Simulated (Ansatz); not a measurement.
Sc (hcp, Mg type)

```yaml
crystal:
  lattice:
    - [3.33109, 0.00000, 0.00000]
    - [-1.66555, 2.88481, 0.00000]
    - [0.00000, 0.00000, 5.19433]
  atoms:
    - { symbol: Sc, position: [0.33333, 0.66667, 0.75000] }
    - { symbol: Sc, position: [0.66667, 0.33333, 0.25000] }
```

The slice is a (1 -1 0 0) plane (indices of the conventional cell) through the point (0.333, 0.667, 0.750) (fractional), spanned by u = [110] and v = [001] in vectors of this cell: u (3.33 Å) and v (5.19 Å, at 90° to u). It covers one period; positions are fractions (u, v).

All values below come from r2SCAN (plane waves to 500 eV, PAW, scalar-relativistic; Ansatz, a program for electronic structure). k mesh 16×16×9. These are valence fields of a PAW run, semicore shells included where kept as valence: close to a nucleus they are smooth pseudo fields. Sc is run without spin polarisation. Sc was relaxed with its symmetry unable to fall. The PAW data are Ansatz's earlier set.

Question: What is the valence density on the shortest Sc–Sc line in this plane (3.33 Å), at its midpoint?

Answer: 0.11 e/Å³.

Question: What is the ELF at the midpoint of the shortest Sc–Sc line in this plane (3.33 Å)?

Answer: 0.3.

Question: Predict the map of the electrostatic potential energy of an electron, from the cell's mean on the slice.

Answer: 
| v \ u | 0.00 | 0.13 | 0.27 | 0.40 | 0.53 | 0.67 | 0.80 | 0.93 |
|---|---|---|---|---|---|---|---|---|
| 0.88 | x | x | <-1.0 | 5.4 | 6.6 | 2.9 | x | x |
| 0.75 | 3.1 | 4.0 | 5.5 | 6.5 | 6.6 | 6.1 | 4.8 | 3.4 |
| 0.62 | 7.5 | 6.8 | 4.5 | 1.5 | 0.6 | 2.9 | 5.8 | 7.3 |
| 0.50 | 7.5 | 6.2 | 2.0 | <-1.0 | x | <-1.0 | 4.5 | 7.2 |
| 0.38 | 7.5 | 6.8 | 4.5 | 1.5 | 0.6 | 2.9 | 5.8 | 7.3 |
| 0.25 | 3.1 | 4.0 | 5.5 | 6.5 | 6.6 | 6.1 | 4.8 | 3.4 |
| 0.12 | x | x | <-1.0 | 5.4 | 6.6 | 2.9 | x | x |
| 0.00 | x | x | x | 3.4 | 5.3 | <-1.0 | x | x |

Values: electrostatic potential energy of an electron, from the cell's mean, in eV. Points within 1 Å of a nucleus are blanked (x), as the pseudised field means little there. Values under -1 eV are set to -1. The zero, the cell's mean, hangs on the PAW cores.
